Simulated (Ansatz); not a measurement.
Given:

BeRh:
```cif
data_BeRh
_chemical_formula_sum 'Be1 Rh1'
_space_group_name_H-M_alt 'Pm-3m'
_space_group_IT_number 221
_space_group_name_Hall '-P 4 2 3'
_cell_length_a 2.75267
_cell_length_b 2.75267
_cell_length_c 2.75267
_cell_angle_alpha 90.000
_cell_angle_beta 90.000
_cell_angle_gamma 90.000
loop_
_atom_site_label
_atom_site_type_symbol
_atom_site_symmetry_multiplicity
_atom_site_Wyckoff_symbol
_atom_site_fract_x
_atom_site_fract_y
_atom_site_fract_z
_atom_site_occupancy
Be1 Be 1 b 0.50000 0.50000 0.50000 1
Rh1 Rh 1 a 0.00000 0.00000 0.00000 1
```

This is the PBEsol-relaxed structure.

Question: All from DFT-PBEsol in the program Ansatz with PAW potentials, unless another level is named. Give the formation energy from the elements (no fitted shifts).

Answer: -0.62 eV/atom.

Question: Predict the density of states at the Fermi level.

Answer: 0.67 states/eV per atom (mean over ±0.08 eV).

The cell is a constructed one: a structure type filled with these elements; the Crystallography Open Database copy checked does not list it. Whether it is the stable phase at ambient conditions was not checked. The cell was relaxed with PBEsol under the symmetry of its start; whether a distortion lowers the energy is not shown. No spin polarisation was allowed. The references are the lowest solids computed at this level, not always the standard phases. Scalar-relativistic: spin–orbit coupling is off unless named, which matters more the heavier the elements.

Potentials: the earlier of the program's two PAW sets. The files were generated under PBE; for other functionals the program regenerates the frozen cores, and for LDA and PBEsol the local potential too.
